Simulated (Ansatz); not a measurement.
Given:

FeCl4:
```yaml
crystal:
  lattice:
    - [3.59663, -4.68771, 0.00000]
    - [3.59663, 4.68771, 0.00000]
    - [0.00000, 0.00000, 3.47947]
  atoms:
    - { symbol: Fe, position: [0.50000, 0.50000, 0.50000] }
    - { symbol: Cl, position: [0.72862, 0.27138, 0.50000] }
    - { symbol: Cl, position: [0.27138, 0.72862, 0.50000] }
    - { symbol: Cl, position: [0.26866, 0.26866, 0.00000] }
    - { symbol: Cl, position: [0.73134, 0.73134, 0.00000] }
```
The run is spin-polarised; directions of the spins, atom by atom: ↑ 0 0 0 0.

This is the r²SCAN+D4-relaxed structure.

**Question.** All from DFT-r²SCAN+D4 in the program Ansatz with PAW potentials, unless another level is named. Estimate the electronic character.

**Answer.** metallic (no gap).

**Question.** Predict the formation energy from the elements (no fitted shifts).

**Answer.** -0.67 eV/atom.

**Question.** And the density of states at the Fermi level?

**Answer.** 0.06 states/eV per atom (mean over ±0.08 eV).

Space group Cmmm. The workflow started from a Materials Project entry (that database holds measured and hypothetical structures alike); the Crystallography Open Database copy checked does not list it. Its standing as an ambient phase is unchecked. Symmetry was held in the r²SCAN+D4 relaxation; its stability against distortions is not shown here. Spin order of the final state: ferromagnetic, the only order run, not a proven ground state. The cell computed holds one magnetic atom, so no antiferromagnetic order was within reach. Other orbital occupations within this spin state were not tried. No Hubbard U is applied. The compound may be a true metal, but semilocal functionals without U, or a wrong spin order, can also close a gap. The references are the lowest solids computed at this level, not always the standard phases (solids in place of the gases).

Potentials: the later of the program's two PAW sets.
